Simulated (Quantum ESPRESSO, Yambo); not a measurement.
AlO₂H (space group Pmn2_1, No. 31): one geometry, one set of norm-conserving PBEsol (Quantum ESPRESSO, 84 Ry, no spin-orbit coupling) orbitals, self-energies from Yambo (4×4×4 Γ-centred k mesh, 112 bands and a 8 Ry block in the screening, 112 bands in G with the Bruneval-Gonze terminator, plasmon pole fitted at 27.2 eV).

| level | gap Γ → Γ (eV) |
|---|---|
| PBEsol (Quantum ESPRESSO) | 5.60 |
| exchange only (Hartree-Fock self-energy on PBEsol orbitals) | 16.02 |
| static COHSEX@PBEsol | ___ |
| G0W0@PBEsol, plasmon pole | ___ |

Problem. What belongs in the gaps?

Solution. 
- static COHSEX@PBEsol, gap Γ → Γ (eV): 9.09
- G0W0@PBEsol, plasmon pole, gap Γ → Γ (eV): 7.95

Bare exchange has no screening and gives the widest gap; static COHSEX screens it but leaves out the frequency dependence, which G0W0 restores.

Convergence of the G0W0 settings was not tested.

Geometry of the Materials Project entry, not relaxed at this level; primitive cell a = 2.862 Å, b = 4.263 Å, c = 4.770 Å, α = 90.00°, β = 90.00°, γ = 90.00°.
